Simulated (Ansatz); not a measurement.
Data:

AlN:
```cif
data_Al2N2
_chemical_formula_sum 'Al2 N2'
_space_group_name_H-M_alt 'P 1'
_space_group_IT_number 1
_cell_length_a 3.12976
_cell_length_b 3.12976
_cell_length_c 5.01738
_cell_angle_alpha 90.000
_cell_angle_beta 90.000
_cell_angle_gamma 120.000
loop_
_space_group_symop_operation_xyz
  'x, y, z'
loop_
_atom_site_label
_atom_site_type_symbol
_atom_site_fract_x
_atom_site_fract_y
_atom_site_fract_z
_atom_site_occupancy
Al1 Al 0.66667 0.33333 0.49924 1
Al2 Al 0.33333 0.66667 0.99924 1
N1 N 0.66667 0.33333 0.88076 1
N2 N 0.33333 0.66667 0.38076 1
```

This is the PBE-relaxed structure.

Problem. All from DFT-PBE in the program Ansatz with PAW potentials, unless another level is named. Give the band gap.

Solution. 4.04 eV (direct).

Problem. And the formation energy from the elements (no fitted shifts)?

Solution. -1.36 eV/atom.

Problem. Next, the valence-band maximum?

Solution. at Γ.

Space group P6_3mc (wurtzite). The PBE relaxation kept the symmetry of its start. The references are the lowest solids computed at this level, not always the standard phases (solids in place of the gases).

Potentials: the earlier of the program's two PAW sets.
